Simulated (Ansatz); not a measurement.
Re (dhcp (α-La type), P6_3/mmc) under volume change, plane-wave PAW PBE (Ansatz code), shape and atoms relaxed at each volume.

| V (Å³/atom) | E − E(relaxed) (meV/atom) | P (GPa) |
|---|---|---|
| 13.595 | … | … |
| 14.043 | 68.5 | 25.89 |
| 14.491 | 16.2 | 11.89 |
| 14.940 | 0.0 | 0.00 |
| 15.388 | 14.5 | -10.08 |
| 15.836 | … | … |
| 16.284 | 117.4 | -25.84 |

Question: Complete the blanks.

Answer: 
- 13.595, E − E(relaxed) (meV/atom): 163.3
- 13.595, P (GPa): 42.36
- 15.836, E − E(relaxed) (meV/atom): 55.0
- 15.836, P (GPa): -18.62

Question: What does a third-order Birch–Murnaghan fit give for V₀, B₀ and B′?

Answer: V₀ = 14.94 Å³/atom, B₀ = 364 GPa, B′ = 4.5.

The first step of the workflow began from a Materials Project structure, measured or hypothetical. Its sites differ from those of the usual phase in this space group: another stacking or structure type. The PBE relaxation kept the symmetry of its start; its stability against distortions is not shown here. The run is not spin-polarised. Spin–orbit coupling is left out wherever it is not named.

Potentials: the later of the program's two PAW sets.
